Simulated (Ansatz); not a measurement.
TiBe₂ (cubic Laves (MgCu2 type), Fd-3m) under volume change, the program Ansatz at the r²SCAN level (PAW), scaled uniformly.

```tsv
V (Å³/atom)	E − E(relaxed) (meV/atom)	P (GPa)
10.092	41.1	14.15
10.425	17.5	8.79
10.758	4.2	4.10
11.090	0.0	0.01
11.423	[?]	[?]
11.756	14.5	-6.69
12.088	[?]	[?]
```

Question: What belongs in the gaps?

Answer: 
- 11.423, E − E(relaxed) (meV/atom): 3.8
- 11.423, P (GPa): -3.57
- 12.088, E − E(relaxed) (meV/atom): 31.3
- 12.088, P (GPa): -9.41

Question: What does a third-order Birch–Murnaghan fit give for V₀, B₀ and B′?

Answer: V₀ = 11.09 Å³/atom, B₀ = 127 GPa, B′ = 3.5.

The workflow started from a Materials Project entry (that database holds measured and hypothetical structures alike); the Crystallography Open Database copy checked does not list it. Its standing as an ambient phase is unchecked. The r²SCAN relaxation kept the symmetry of its start; whether a distortion lowers the energy is not shown. Spin order of the final state: ferromagnetic, chosen from 4 collinear starts compared on coarse meshes (ties went to the first, and starts can fall back to one state), not a proven ground state. Other orbital occupations within this spin state were not tried.

Potentials: the later of the program's two PAW sets.
